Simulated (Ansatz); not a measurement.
Kick test of a cell of Al₄FeCo₃

The cell was found from a structure generator's guess, not taken from experiment.

Computed with DFT PBE, scalar-relativistic, plane waves, PAW (Ansatz). Plane waves to 420 eV, a k mesh through Γ of 10×10×10 on the computed 8-atom cell and Gaussian smearing (0.10 eV); no spin polarisation.

The cell below (8 atoms, space group Im-3m (No. 229)) is relaxed within its symmetry.

```xyz
8
Lattice="-2.8542 2.8542 2.8542 2.8542 -2.8542 2.8542 2.8542 2.8542 -2.8542" Properties=species:S:1:pos:R:3 pbc="T T T"
Al    1.4271   -1.4271    1.4271
Al    1.4271    1.4271    1.4271
Al    1.4271    1.4271   -1.4271
Al   -1.4271    1.4271    1.4271
Fe    0.0000    0.0000    0.0000
Co    0.0000    2.8542    0.0000
Co    0.0000    0.0000    2.8542
Co    2.8542    0.0000    0.0000
```

For the test it was strained at random (σ = 1.5 % a component), the atoms were moved at random (σ = 0.10 Å), and all was relaxed again on a coarse 6×6×6 mesh (in the run’s order of axes) with 0.20 eV smearing, with no symmetry imposed.

Trial moments died out on the coarse mesh, so the last step has no spin; another magnetic start might hold.

Q: Is the structure stable against such a distortion?

A: It returns, within 1 meV/atom of the unmoved cell on that mesh and with the same symmetry when read at 0.1 Å. So it is stable against the distortions that fit this cell and that this random move excites. Modes that don't fit the cell aren't tested.
